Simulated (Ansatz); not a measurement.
**From the elastic tensor of TiSi to moduli and sound speeds**

All numbers below come from DFT LDA, scalar-relativistic, plane waves, PAW in Ansatz 0.2.0. Cutoff 420 eV, 10×6×10 k-points (Γ-centred), Fermi-Dirac smearing of 0.15 eV. No spin polarisation.

It takes space group Cmmm (No. 65, orthorhombic). The conventional cell has a = 3.579 Å, b = 4.096 Å, c = 3.762 Å, α = 90.00°, β = 90.00°, γ = 90.00°. Around Ti (site symmetry mmm) lie 8 Si at 2.60 to 2.78 Å and 4 Ti at 2.72 Å. Si (site symmetry mmm) has 8 Ti at 2.60 to 2.78 Å and 4 Si at 2.72 Å as nearest neighbours.

In a metal, frequencies and elastic constants depend on the k mesh and the smearing, soft modes and shear constants most.

Relaxed-ion constants (GPa, on the Cartesian axes of the calculation):
```
227.0 129.9 120.2   0.0   0.0   0.0
129.9 277.1 111.5   0.0   0.0   0.0
120.2 111.5 163.5   0.0   0.0   0.0
  0.0   0.0   0.0  22.3   0.0   0.0
  0.0   0.0   0.0   0.0  92.9   0.0
  0.0   0.0   0.0   0.0   0.0 167.6
```

Density 4.574 g/cm³; 8 atoms in 110.29 Å³.

The values that follow are for a polycrystal of randomly turned grains, by Hill's mean where one number stands. In a crystal this anisotropic the Voigt and Reuss bounds lie far apart, so Hill's mean and the sound speeds and Debye temperature from it are rough.

With S = C⁻¹: B_V = (C11+C22+C33+2(C12+C13+C23))/9, G_V = (C11+C22+C33−C12−C13−C23+3(C44+C55+C66))/15, 1/B_R = S11+S22+S33+2(S12+S13+S23), 15/G_R = 4(S11+S22+S33−S12−S13−S23)+3(S44+S55+S66); Hill is their mean. Then v_l = √((B+4G/3)/ρ), v_t = √(G/ρ), v_m = [(2/v_t³+1/v_l³)/3]^(−1/3) and Θ = (ħ/k_B)·v_m·(6π²n/V)^(1/3) for n atoms in the volume V; E = 9BG/(3B+G), ν = (3B−2G)/(2(3B+G)) and A^U = 5G_V/G_R + B_V/B_R − 6.

```
Bulk modulus, Voigt / Reuss / Hill          : 154.5 / 144.9 / 149.7 GPa
Shear modulus, Voigt / Reuss / Hill         : 77.0 / 47.4 / 62.2 GPa
Young's modulus                             : 164 GPa
Poisson ratio                               : 0.318
Pugh ratio B/G                              : 2.41 (over 1.75, the rule of thumb for ductile)
Universal anisotropy index                  : 3.19
Longitudinal and transverse sound speeds    : 7131 and 3687 m/s
Debye temperature from the mean sound speed : 512 K
```

Cost: 1 run of about 25 core-minutes, on Intel Xeon Processor @ 2.50GHz (Skylake/Cascade Lake) (shared hosts).